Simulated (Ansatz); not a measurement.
Given:

AlN:
Space group F-43m (No. 216); a = b = c = 4.370 Å, α = β = γ = 90.00°

```csv
atom,site,symmetry,x,y,z
Al,4a,-43m,0.0000,0.0000,0.0000
N,4d,-43m,0.7500,0.7500,0.7500
```
(The calculation used a cell of 2 atoms; values per cell refer to that cell.)

This is the r²SCAN-relaxed structure.

**Question.** All from r²SCAN (plane waves, PAW; program Ansatz), unless another level is named. Give the hole effective mass, band 1 of 3 at the edge.

**Answer.** 1.4 along [100], 4.3 along [111] (mₑ).

**Question.** And the electron effective mass?

**Answer.** 0.33, 0.33, 0.51 mₑ (principal values).

**Question.** Give the conduction-band minimum.

**Answer.** at X (3 equivalent valleys).

**Question.** And the weight of the conduction-edge state by species (Voronoi cells)?

**Answer.** Al 67 %, N 33 %.

**Question.** Next, the weight of the valence-edge state by species (Voronoi cells)?

**Answer.** N 87 %, Al 13 %.

The cell was relaxed with r²SCAN under the symmetry of its start; phonons on a q-mesh show no instability.

Potentials: the earlier of the program's two PAW sets.

Edges and masses are those of Kohn–Sham bands, whose gap is no quasiparticle gap.
